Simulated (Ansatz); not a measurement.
NbIr₃ (Cu3Au type, Pm-3m), PBEsol in the plane-wave PAW code Ansatz, all energies at zero smearing, with the estimated change up to a 700 eV cutoff added, with one set of potentials and settings (totals compare only within such a set). Cell of 4 atoms (1 Nb, 3 Ir): -39895.063 eV.

```csv
element,reference phase,E (eV/atom)
Nb,"Im-3m, 1 atoms in the cell",-4495.4542
Ir,"Fm-3m, 1 atoms in the cell",-11799.0386
```

Formation energy per atom, worked out: (-39895.063 − 1×(-4495.4542) − 3×(-11799.0386))/4 = -0.623 eV/atom (-60 kJ per mol of atoms), at 0 K, without zero-point energy or fitted corrections.

The workflow started from an entry of the Crystallography Open Database (COD). Its standing as an ambient phase is unchecked. The PBEsol relaxation kept the symmetry of its start; its stability against distortions is not shown here. No spin polarisation was allowed. The references are the lowest solids computed at this level, not always the standard phases. Scalar-relativistic: spin–orbit coupling is off unless named, which matters more the heavier the elements.

Potentials: the later of the program's two PAW sets.
